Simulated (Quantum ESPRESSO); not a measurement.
## MoNb6Cu (a guest atom moved from site to site)

Simulated, not a measurement. The program is pw.x of Quantum ESPRESSO 7.5 (plane-wave density functional theory). The cell is made up: eight metal atoms on a hexagonal close-packed lattice, with elements, volume, strain and displacements drawn at random and not relaxed, so it may be unstable or far from any real phase. PseudoDojo standard norm-conserving files set the functional (PBE unless stated); there is no spin polarisation or spin-orbit coupling, the Fermi-Dirac width of 0.25 eV means electrons at about 2900 K, and the masses in the input are unused placeholders. The copper pseudopotential is less sure than most, with forces differing by about three percent and pressure by about two GPa from a second method on plain copper. A spin test at this wide smearing found no moment, but such smearing suppresses magnetism that the real alloy may have.

The runs move one Mo atom among sites that otherwise hold Nb. Cell, positions, cutoff, mesh and smearing stay as in the input of run 1; sites are counted in its order. Stress in the tables is positive in tension.

Input of run 1:

```
&control calculation='scf', pseudo_dir='./dojo.nc.sr.pbe.v0_5.standard.upf', outdir='./o', disk_io='minimal', tprnfor=.true., tstress=.true. /
&system ibrav=0, nat=8, ntyp=3, nbnd=73, ecutwfc=92.02030273, nosym=.true., tot_charge=0,
 occupations='smearing', smearing='fd', degauss=0.0183746611
/
&electrons conv_thr=1.470e-08, electron_maxstep=70, mixing_beta=0.5 /
ATOMIC_SPECIES
Cu 1.0 Cu.upf
Mo 1.0 Mo.upf
Nb 1.0 Nb.upf
CELL_PARAMETERS angstrom
2.9833 -0.0307 0.0544
1.4288 -2.5907 -4.875
1.3226 7.4421 -4.7334
ATOMIC_POSITIONS angstrom
Mo -0.0319 0.0076 0.0423
Nb 1.3854 2.4226 -4.8363
Nb 1.4658 -0.8119 -2.4389
Nb 2.8519 1.5334 -7.1948
Nb 2.7712 4.9043 -4.7352
Nb 2.9236 -0.0537 -4.8192
Cu 2.9539 1.5806 -2.3945
Nb 4.2956 4.0151 -7.1253
K_POINTS automatic
8 4 3 1 1 1
```

| run | elements on sites 1 to 8 | free energy less that of run 1 (eV) | -TS (eV) | pressure (GPa) | stress xx (GPa) | stress yy (GPa) | stress zz (GPa) | stress yz (GPa) | stress xz (GPa) | stress xy (GPa) | iterations |
| --- | --- | --- | --- | --- | --- | --- | --- | --- | --- | --- | --- |
| 1 | Mo Nb Nb Nb Nb Nb Cu Nb | 0.000 | -2.135 | -3.51 | 5.16 | 4.33 | 1.04 | -0.62 | -1.44 | 0.40 | 23 |
| 2 | Nb Nb Mo Nb Nb Nb Cu Nb | 0.149 | -2.175 | -3.51 | 5.16 | 3.94 | 1.42 | -0.75 | -1.39 | 0.47 | 28 |
| 3 | Nb Nb Nb Mo Nb Nb Cu Nb | 0.109 | -2.206 | -3.40 | 4.92 | 3.75 | 1.55 | -0.78 | -1.53 | 0.57 | 26 |
| 4 | Nb Nb Nb Nb Nb Mo Cu Nb | 0.067 | -2.124 | -3.27 | 4.78 | 4.77 | 0.24 | -1.25 | -1.40 | 0.56 | 23 |
| 5 | Nb Nb Nb Nb Nb Nb Cu Mo | -0.082 | -2.195 | -3.79 | 5.01 | 4.56 | 1.79 | -0.96 | -1.36 | 0.54 | 23 |

Forces Fx Fy Fz (eV/Å):

| site | run 1 | run 2 | run 3 | run 4 | run 5 |
| --- | --- | --- | --- | --- | --- |
| 1 | -0.05 0.03 -0.40 | 0.02 0.02 -0.83 | -0.03 -0.03 -0.54 | -0.02 0.43 -0.64 | -0.08 -0.19 -0.05 |
| 2 | 0.26 -0.06 1.56 | 0.26 -0.10 1.43 | 0.28 -0.20 1.23 | 0.21 -0.64 1.51 | 0.22 0.12 1.21 |
| 3 | -0.08 0.47 0.45 | -0.06 0.15 0.19 | -0.04 0.48 0.27 | -0.01 0.55 -0.21 | -0.06 0.09 0.28 |
| 4 | 0.01 -0.76 -0.43 | -0.01 -0.73 -0.49 | 0.07 -0.54 -0.31 | 0.00 -0.98 -0.16 | 0.03 -0.15 -0.46 |
| 5 | 0.02 0.63 0.09 | 0.02 0.34 -0.05 | -0.03 0.04 0.53 | 0.03 0.17 0.12 | 0.08 0.15 -0.21 |
| 6 | -0.02 -0.88 -0.65 | -0.05 -0.49 -0.09 | 0.00 -0.05 -1.05 | -0.01 -0.06 -0.54 | 0.00 -0.28 -0.72 |
| 7 | -0.05 0.09 0.19 | -0.05 -0.02 0.16 | -0.05 0.34 0.13 | -0.06 0.15 0.19 | -0.06 0.14 0.14 |
| 8 | -0.10 0.47 -0.82 | -0.13 0.84 -0.31 | -0.20 -0.04 -0.27 | -0.15 0.38 -0.28 | -0.14 0.12 -0.18 |

The sites are displaced and not relaxed, so the energy differences mix bonding between neighbours with strain and are not ordering energies. A rerun of one cell of this series at a higher cutoff and on a denser mesh moved values by no more than 0.004 eV in energy, 0.03 GPa in stress and 0.006 eV/Å in force, and a second program with other atomic files agreed on that cell to 2 % rms in force and 0.5 GPa in pressure.